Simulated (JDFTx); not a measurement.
```json
{
 "surface": "WSi2(110), Si/W outermost, slab composition W4Si8",
 "bulk": "WSi2, I4/mmm, lattice of mp-1620 (not re-optimised)",
 "slab": "12 atoms in 4 planes, 1x1, 7.0 Å between the outermost planes",
 "in-plane cell": "4.515 × 4.515 Å, 17.74 Å²",
 "cell_height": "22.8 Å",
 "sampling": "6×6×1 k mesh, Fermi smearing 0.01 Ha, no spin polarisation"
}
```

Whether this polymorph is the ambient one wasn't checked.

Method: PBE, GBRV ultrasoft potentials, plane waves to 20/100 Ha, in JDFTx (a modified build). Liquid on both sides: CANDLE, water, 1 M KF; nuclei fixed, outer atoms relaxed in vacuum. The electron chemical potential μ is absolute (zero in the bulk liquid) and is turned into a potential by U = −μ/e − 4.44 V vs SHE, a convention. The surface is an ideal bare cut with both faces alike: no reconstruction, overlayer or explicit solvent molecules. At negative charge CANDLE's numbers also depend on the cell height, by up to tenths of a volt. Convergence in thickness and k mesh wasn't tested for this slab.

```
U (V vs SHE)  μ (eV)  excess electrons per cell  σ (μC/cm², per face)              run
------------  ------  -------------------------  --------------------  ---------------
-1.20          -3.24                      0.632                 -28.6  fixed potential
-0.29          -4.15                      0.000                   0.0          neutral
0.00           -4.44                     -0.087                   3.9  fixed potential
0.20           -4.64                          …                     …  fixed potential
0.40           -4.84                     -0.214                   9.7  fixed potential
0.60           -5.04                     -0.282                  12.7  fixed potential
…                  …                     -0.332                  15.0     fixed charge
```

Fill in the missing entries, row by row.


- 0.20, excess electrons per cell: -0.149
- 0.20, σ (μC/cm², per face): 6.7
- row 7, U (V vs SHE): 0.74
- 0.74, μ (eV): -5.18
